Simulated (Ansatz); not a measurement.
Cd (diamond, Fd-3m) under volume change, DFT-PBEsol in the program Ansatz with PAW potentials, scaled uniformly.

| V (Å³/atom) | E − E(relaxed) (meV/atom) | P (GPa) |
|---|---|---|
| 30.350 | 24.9 | 2.92 |
| 31.350 | 10.4 | 1.77 |
| 32.351 | 2.4 | 0.80 |
| 33.351 | 0.0 | 0.01 |
| 34.352 | 2.0 | -0.61 |
| 35.352 | 7.4 | -1.10 |
| 36.353 | 15.4 | -1.47 |

Q: What does a third-order Birch–Murnaghan fit give for V₀, B₀ and B′?

A: V₀ = 33.38 Å³/atom, B₀ = 22.8 GPa, B′ = 6.4.

The start of the workflow was typed in or built on a structure type; neither database checked (COD, Materials Project) lists it. It is not the phase usual at ambient conditions (space group No. 194). The cell was relaxed with PBEsol under the symmetry of its start. At this level the phase is mechanically unstable.

Potentials: the later of the program's two PAW sets.
